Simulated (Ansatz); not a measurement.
The relaxed structure here is a generated cell of MnSi: the first start was made by placing the elements on the sites of a structure type, and the end was not matched to a known phase here, so it may be hypothetical. Known forms of MnSi include space group No. 198.

The end point of a relaxation of MnSi. Level of theory: PBEsol (plane waves to 420 eV, PAW, scalar-relativistic; Ansatz, a quantum-chemistry and plane-wave program).

```xyz
4
Lattice="-1.5257 1.5257 5.1420 1.5257 -1.5257 5.1420 1.5257 1.5257 -5.1420" Properties=species:S:1:pos:R:3 pbc="T T T"
Mn     0.0000     0.0000     2.5532
Mn     0.0000     1.5257     5.1242
Si     0.0000     0.0000     6.8670
Si     1.5257     0.0000     4.2960
```

Q: Determine the symmetry and give the standard cell with its independent sites.

A: Space group I4₁md (No. 109); a = b = 3.051 Å, c = 10.284 Å, α = β = γ = 90.00°

```
atom  site  symmetry       x       y       z
----  ----  --------  ------  ------  ------
Mn      4a      2mm.  0.0000  0.0000  0.9983
Si      4a      2mm.  0.0000  0.0000  0.4177
```

Q: Give the shortest distances between elements (the closest pairs, up to four, under 3.6 Å).

A: Mn–Si 2.31 Å; Mn–Mn 2.99 Å; Si–Si 2.99 Å.

```json
{
  "volume_per_atom": "11.97 Å³",
  "band_gap": "zero (metallic)",
  "magnetic_moment": "net 0.41 μB/atom, ferromagnetic"
}
```

Spin state reached: ferromagnetic (net 0.41 μB/atom), from parallel starting moments; other spin orders were not run from this start.

The run could not lose the symmetry of its start: the end is stationary, and may be a saddle point rather than a minimum.
